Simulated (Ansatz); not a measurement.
MnFeAs:
```yaml
crystal:
  lattice:
    - [3.59628, 0.00000, 0.00000]
    - [0.00000, 3.59628, 0.00000]
    - [0.00000, 0.00000, 5.91597]
  atoms:
    - { symbol: Fe, position: [0.00000, 0.00000, 0.00000] }
    - { symbol: Fe, position: [0.50000, 0.50000, 0.00000] }
    - { symbol: As, position: [0.00000, 0.50000, 0.73549] }
    - { symbol: As, position: [0.50000, 0.00000, 0.26451] }
    - { symbol: Mn, position: [0.00000, 0.50000, 0.32484] }
    - { symbol: Mn, position: [0.50000, 0.00000, 0.67516] }
```
The run is spin-polarised; directions of the spins, atom by atom: ↓ ↓ 0 0 ↑ ↑.

Relaxed with PBEsol.

Task: Map the valence electron density (e/Å³), cut off at 4 on the plane through (0.000, 0.000, 0.000) spanned by u = [1, 0, 0] and v = [0, 0, 1] in lattice vectors, from the program Ansatz at the PBEsol level (PAW).

Result: x is the fraction of u, y of v (the angle between them is 90°; rows are the nearest grid lines); atoms in the plane: Fe at (0.00, 0.00), As at (0.50, 0.26), Mn at (0.50, 0.68).
```
|@@@@:         :@@@@|
|@@@%:         :%@@@|
|@@=.           .=@@|
|::.             .::|
|                   |
|      :*@@@*:      |
|     .+@@@@@+.     |
|     :%@@@@@%:     |
|     :@@@@@@@:     |
|     .-@@@@@-.     |
|      .-+#+-.      |
|       .....       |
|                   |
|       .....       |
|      ..:::..      |
|     .-@@@@@-.     |
|     .*@@@@@*.     |
|    .:#@@@@@#:.    |
|    .:*@@@@@*:.    |
|    ...-#%#-...    |
|::......:::......::|
|@@=..  .....  ..=@@|
|@@@%:         :%@@@|
|@@@@:         :@@@@|
```
Scale: ten equal steps from 0.082 (start of ' ') to 4.00 (end of '@'), in the order ' .:-=+*#%@'; x runs from 0.000 to 1.00, y from 0.000 (bottom) to 1.00 (top).

The density is the valence pseudo-density with augmentation charge, so density and ELF within about 1 Å of a nucleus are not all-electron values.

Space group P4/nmm. The workflow started from an entry of the Crystallography Open Database (COD), which files this formula under 2 space groups. Its standing as an ambient phase is unchecked. Symmetry was held in the PBEsol relaxation, as lowered by the spin order; whether a distortion lowers the energy is not shown. Spin order of the final state: ferrimagnetic, chosen from 5 collinear starts compared on coarse meshes (ties went to the first, and starts can fall back to one state), not a proven ground state.

Potentials: the later of the program's two PAW sets.
